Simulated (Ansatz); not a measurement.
Relaxed-ion elastic tensor of W2C in space group P-3m1 (No. 164; C on 1a, W on 2d) in GPa (Voigt order), DFT-PBEsol in the program Ansatz with PAW potentials; density 17.03 g/cm³, 12.34 Å³ per atom.

```tsv
	1	2	3	4	5	6
1	537	165	265	-32.4	0.0	0.0
2	165	537	265	32.4	0.0	0.0
3	265	265	557	0.0	0.0	0.0
4	-32.4	32.4	0.0	174	0.0	0.0
5	0.0	0.0	0.0	0.0	174	-32.4
6	0.0	0.0	0.0	0.0	-32.4	186
```

Is the crystal mechanically stable?

Yes: the smallest eigenvalue of C is 147 GPa.

Work out the Voigt, Reuss and Hill averages.

K_V = 336, K_R = 331, K_H = 334; G_V = 169, G_R = 161, G_H = 165 GPa.

Give Young's modulus, Poisson's ratio, Pugh's ratio and the universal anisotropy index.

E = 9KG/(3K + G) = 425 GPa; ν = 0.29; K/G = 2.02 (ductile by the Pugh limit of 1.75); A_U = 5G_V/G_R + K_V/K_R − 6 = 0.26.

Estimate the sound speeds and the Debye temperature.

v_l = √((K + 4G/3)/ρ) = 5700 m/s, v_t = √(G/ρ) = 3110 m/s, mean 3470 m/s; Θ = (h/k)(3n/4πV)^(1/3) v_m = 447 K.

Solve the Christoffel equation for the three sound speeds along x, y, z.

Eigenvalues of C_ijkl n_j n_l equal ρv². In km/s, slowest first: x 2.94, 3.53, 5.61; y 3.17, 3.30, 5.63; z 3.19, 3.19, 5.72.

How much does each axis shrink under pressure?

Linear compressibilities β_i = Σ_j S_ij (j = 1 to 3): x 1.2, y 1.2, z 0.68 per TPa.

The PBEsol relaxation kept the symmetry of its start. The run is not spin-polarised. As this level gives no gap, shear constants depend on the k-mesh and smearing (Fermi–Dirac, 0.1 eV here). Spin–orbit coupling is left out wherever it is not named.

Potentials: the later of the program's two PAW sets.
